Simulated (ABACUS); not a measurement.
A self-consistent single point of CdHgSe2 (R3m, 4 atoms in the cell; from Materials Project mp-1226733, changed as shown).

```xyz
4
Lattice="2.1377 1.2342 6.9743 -2.1377 1.2342 6.9743 0.0000 -2.4684 6.9743" Properties=species:S:1:pos:R:3 pbc="T T T"
Cd     0.0000     0.0000    10.4684
Hg     0.0000     0.0000    20.9198
Se     0.0000     0.0000    18.2909
Se     0.0000     0.0000     7.8586
```

Level of theory: PBEsol, numerical atomic orbitals DZP (confined pseudo-atomic orbitals with Gaussian additions; energy shift 0.003 Ry), PseudoDojo 0.4 standard norm-conserving PBEsol (tails mended) pseudopotentials (ABACUS).

ABACUS settings:

- basis: DZP numerical atomic orbitals, energy shift 0.003 Ry
- KPT: Gamma 8 8 8 0 0 0
- basis_type: lcao
- dft_functional: PBESOL
- ecutwfc: 100 Ry
- smearing_method: fd
- smearing_sigma: 0.00999582 Ry
- potentials: PseudoDojo 0.4 standard norm-conserving PBEsol (tails mended)
- symmetry: 1
- ks_solver: genelpa
- scf_nmax: 100
- scf_thr: 1.0e-06
- mixing_type: broyden
- mixing_beta: 0.4

Results:

| Property | Value |
|---|---|
| Number of valence electrons | 72 |
| Number of bands | 46 |
| Number of k-points after the program's reduction | 65 |
| Size of the basis | 102 |
| Number of SCF iterations | 9 |
| Free energy E − TS | -15891.6736 eV |
| Fermi level (on the code's own zero) | 8.97 eV |
| Pressure | 2.75 GPa |

Stress (GPa, positive for compression):
```
2.80  0.00  0.00
0.00  2.80  0.00
0.00  0.00  2.66
```

For comparison: a first run was changed to give this one (lattice scaled by 0.98), and from it to this one the free energy rises by 10.6 meV/atom and the pressure goes from -0.58 to 2.75 GPa.

The atom-centred basis is finite, which shifts total energies and pressures against plane waves. The structure comes from a collection of computed structures, made at another level of theory; the collection holds predicted forms beside known ones.

Cost on one core: roughly 90 core-seconds.

The atomic orbitals were generated for these runs; they are not ABACUS's published sets and were checked against plane waves on a few crystals only.

“Tails mended”: in these copies of the files the far tail of each local potential was reset to the Coulomb form.
